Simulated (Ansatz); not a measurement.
BAs (rock salt, Fm-3m) under volume change, the program Ansatz at the PBE level (PAW), scaled uniformly.

```tsv
V (Å³/atom)	E − E(relaxed) (meV/atom)	P (GPa)
11.190	47.5	14.93
11.559	(withheld)	(withheld)
11.928	(withheld)	(withheld)
12.297	0.0	0.01
12.666	4.3	-3.66
13.035	16.4	-6.79
13.404	35.2	-9.44
```

Q: Fill in the missing entries.

A: 
- 11.928, E − E(relaxed) (meV/atom): 4.8
- 11.928, P (GPa): 4.23
- 11.559, E − E(relaxed) (meV/atom): 20.0
- 11.559, P (GPa): 9.13

Q: What does a third-order Birch–Murnaghan fit give for V₀, B₀ and B′?

A: V₀ = 12.30 Å³/atom, B₀ = 131 GPa, B′ = 4.1.

The start of the workflow was typed in or built on a structure type; neither database checked (COD, Materials Project) lists it. It is not the phase usual at ambient conditions (space group No. 216). Symmetry was held in the PBE relaxation; whether a distortion lowers the energy is not shown. Its formation energy is positive at this level, so the cell may be metastable or incomplete.

Potentials: the earlier of the program's two PAW sets.
